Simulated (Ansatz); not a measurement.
Mg in space group P6/mmm (No. 191; Mg on 1a, Mg on 2d) at seven volumes, PBEsol in the plane-wave PAW code Ansatz, shape and atoms relaxed at each. One row is withheld.

```
V (Å³/atom)  P (GPa)
-----------  -------
20.744          4.04
21.428          2.49
22.112          1.15
22.795          0.00
23.479         -0.99
24.163             ?
24.847         -2.58
```

Fit the shown pressures and predict the withheld one.

P = (3/2)B₀(x^(7/2) − x^(5/2))[1 + (3/4)(B′ − 4)(x − 1)] with x = (V₀/V)^(2/3). Least squares on the six rows gives V₀ = 22.796 Å³/atom, B₀ = 35.5 GPa, B′ = 3.97. At V = 24.163, x = 0.9619 and P = -1.84 GPa. The run itself gave -1.84 GPa.

A made-up cell: these elements were put on the sites of a structure type; the Crystallography Open Database copy checked does not list it. It is not the phase usual at ambient conditions (space group No. 194). The cell was relaxed with PBEsol under the symmetry of its start. At this level the phase is dynamically unstable (imaginary phonons).

Potentials: the later of the program's two PAW sets.
